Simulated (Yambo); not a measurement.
```
CELL_PARAMETERS angstrom
      6.94148     0.00000     0.00000
      0.00000     4.47932     0.00000
     -2.75303     0.00000     8.47079
ATOMIC_POSITIONS crystal
  H  0.83641 0.25000 0.20744
  H  0.16359 0.75000 0.79256
  O  0.68982 0.25000 0.16905
  O  0.31018 0.75000 0.83095
  Br 0.82444 0.25000 0.69750
  Br 0.17556 0.75000 0.30250
  Rb 0.71491 0.75000 0.96318
  Rb 0.28509 0.25000 0.03682
  Rb 0.29343 0.25000 0.61837
  Rb 0.70657 0.75000 0.38163
```

Rb2BrOH (space group P2_1/m, No. 11): mean Im ε in 1 eV windows above the direct gap of 5.78 eV, for different electron-hole kernels (Yambo, broadening 0.15 eV, norm-conserving PBEsol (Quantum ESPRESSO, 84 Ry, no spin-orbit coupling) bands; 4×4×2 mesh, 12 valence and 23 conduction bands, static screening with 129 bands and a 3 Ry block, scissor 2.40 eV, Tamm-Dancoff; field along x).

```json
[
 {"window (eV)": "5.8 to 6.8", "independent quasiparticles": "0.1", "RPA (no attraction)": "0.1", "BSE": "2.4"},
 {"window (eV)": "6.8 to 7.8", "independent quasiparticles": "0.5", "RPA (no attraction)": "0.4", "BSE": "1.9"},
 {"window (eV)": "7.8 to 8.8", "independent quasiparticles": "1.5", "RPA (no attraction)": "1.1", "BSE": "2.5"},
 {"window (eV)": "8.8 to 9.8", "independent quasiparticles": "2.8", "RPA (no attraction)": "1.4", "BSE": "1.6"},
 {"window (eV)": "9.8 to 10.8", "independent quasiparticles": "2.3", "RPA (no attraction)": "1.8", "BSE": "1.6"},
 {"window (eV)": "10.8 to 11.8", "independent quasiparticles": "2.2", "RPA (no attraction)": "1.5", "BSE": "1.5"}
]
```

This run doesn't resolve bound excitons or single peaks, so only averages are given, and they too depend on the mesh; weight that the attraction moves below the gap isn't listed. All transitions below 12.84 eV are in the band window. The scissor comes from a G0W0 run whose convergence isn't established.

Spin-orbit splittings are left out.

Geometry of the Materials Project entry, not relaxed at this level.

The structure is a Materials Project entry; no match was found in the copy of COD used, and its stability was not checked.
